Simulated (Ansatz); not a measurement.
**TlO single point**

input.yaml (Ansatz 0.2.0)

```yaml
crystal:
  lattice:
    - [3.941159, 0.0, 0.0]
    - [-1.97058, 3.413148, 0.0]
    - [0.0, 0.0, 6.316287]
  atoms:
    - { symbol: Tl, position: [0.66667, 0.33333, 0.0] }
    - { symbol: Tl, position: [0.33334, 0.66667, 0.5] }
    - { symbol: O, position: [0.66667, 0.33333, 0.345] }
    - { symbol: O, position: [0.33334, 0.66667, 0.845] }
  symmetry: { tolerance: 0.0003 }
kpoints:
  mp_grid: { grid: [10, 10, 6], shift: [0, 0, 0] }
  band_path:
    path:
      - [0.0, 0.0, 0.0]
      - [0.5, 0.0, 0.0]
      - [0.33333333, 0.33333333, 0.0]
      - [0.0, 0.0, 0.0]
      - [0.0, 0.0, 0.5]
      - [0.5, 0.0, 0.5]
      - [0.33333333, 0.33333333, 0.5]
      - [0.0, 0.0, 0.5]
      - [0.5, 0.0, 0.5]
      - [0.5, 0.0, 0.0]
      - [0.33333333, 0.33333333, 0.5]
    npoints: 6
magnetization:
  spin_polarized: false
scf:
  occupations: { method: gaussian, width: 0.094 }
  lower_state_search: "off"
  max_iter: 200
hamiltonian:
  pseudopotentials: { kind: paw }
  xc: r2scan
basis:
  ecutwfc: 500
  fft_grid_basis: typed
output:
  forces: true
  stress: true
  eigenvalues: true
  bader: true
  populations: true
  elf: true
  write_potential: true
  volumetric_format: npy
  dos:
    e_range: [-12, 8]
    de: 0.05
    projected: { site_lists: { O: [O], Tl: [Tl] } }
checkpoint:
  read: saved_state
```

The saved state is an earlier solution for the same cell, perhaps on another mesh. 

Output (shortened):

```
Warning: the atoms were moved onto the symmetric positions of the space group found under crystal.symmetry.tolerance 3.0e-4 (fractional; no operation is sought that the atoms, as they stand in a round, miss by more than twice it, and no atom is moved by as much as it), and the run uses the moved positions.
Pseudopotentials: kind: paw
Pseudopotential: Tl, paw, valence charge 13, recommended cutoff 500 eV (meta_gga), Tl.paw.azcp
Pseudopotential: O, paw, valence charge 6, recommended cutoff 500 eV (meta_gga), O.paw.azcp
Functional definition: r2SCAN
  exchange = r2scan_x(k0 = k0, k1 = k1, a1 = a1)
  correlation = r2scan_c
Crystal: 4 atoms, lattice volume = 84.965 Å³
Basis set: ecut = 500 eV, 2177 PW (Γ), exchange–correlation on 120×120×192 points (64 copies of the dense FFT grid, shifted against one another)
Bands: 23, of which v1, the nominal top of the filled ones, is band 19 counted from 1 (18 counted from 0)
Symmetry: 12 space group operations
Space group: P63mc (ITA 186), of the structure as read, at distance tolerance 1.3e-3 Å
k-points: 56 of 600 (time reversal used)
Initial density: read from a saved state, or passed on in memory by an earlier SCF of this step, an earlier step, the calling program or the single point that the run made first
Functional: x = r2scan, c = r2scan; τ floored in thin density (d = 2e-4 eV/Å³)
SCF iter   1: F=-24051.0037 eV  Δρ=1.63e-3  dr2=8.34e-4  dr2_τ=2.67e-3
SCF iter   2: F=-24051.0049 eV  Δρ=5.35e-4  dr2=1.93e-4  dr2_τ=2.63e-5
SCF iter   3: F=-24051.0049 eV  Δρ=1.35e-4  dr2=1.71e-5  dr2_τ=1.64e-6
SCF iter   4: F=-24051.0049 eV  Δρ=3.42e-5  dr2=8.46e-7  dr2_τ=1.17e-7
SCF iter   5: F=-24051.0049 eV  Δρ=7.35e-6  dr2=3.53e-8  dr2_τ=5.75e-9
Free energy (F): -24051.0049 eV
Harris-Foulkes:  -24051.0049 eV  (|F-HF|=1.80e-8)
Internal energy: -24050.9973 eV  (E = F + TS)
E sigma→0 (E₀):  -24051.0011 eV
Entropy (-TS):   -0.0076 eV (-1.912 meV/atom)
Fermi energy:    6.9059 eV
--- Per-component energies (eV) ---
  E_band       = -90.3644
  E_kinetic    = 1019.4816
  E_local      = -2799.1773  (includes V_loc(G=0)·N_el)
  E_nonlocal   = 732.3848
  E_hartree    = 1040.3591
  E_xc         = -576.7566
  E_vxc        = -515.4079  (∫ρ·V_xc dr)
  E_paw        = -20711.7190  (= ΣΔE_a)
  E_vpaw       = -645.7761  (= ΣTr[D̂ρ^β])
  E_aug_tail   = 0.0020  (compensation charges beyond the density's cutoff)
  E_vtau       = 37.4087  (kinetic-family band-sum trace: ∫τ·v_τ [+ j·A + Jᵃ·Aᵃ] dr)
  E_ewald      = -2757.5876
  E_core_change = 2.0156  (= ΣΔE_core)
  E_smearing   = -0.0076  (= −TS)
--- Forces (eV/Å), atoms counted from 1 ---
  atom   1  Tl     0.0000     0.0000    -1.0937
  atom   2  Tl     0.0000     0.0000    -1.0937
  atom   3  O      0.0000     0.0000     1.0938
  atom   4  O      0.0000     0.0000     1.0938
--- Stress (GPa, compression-positive) ---
       -5.7969       0.0000       0.0000
        0.0000      -5.7969       0.0000
        0.0000       0.0000       1.4177
  P = ⅓ Tr σ = -3.3921 GPa (-33.921 kbar)
--- Löwdin populations: 4 sites ---
  site symbol       q [e]
     0     Tl     12.3094
     1     Tl     12.3094
     2      O      6.6464
     3      O      6.6464
  spilling = 0.0023 (of n_electrons = 38.0000)
```

Origin: a known structure type with other elements, at an estimated volume, so it need not be a known compound. Caveats: many states at the Fermi level without spin polarisation, so a magnetic state may lie lower.
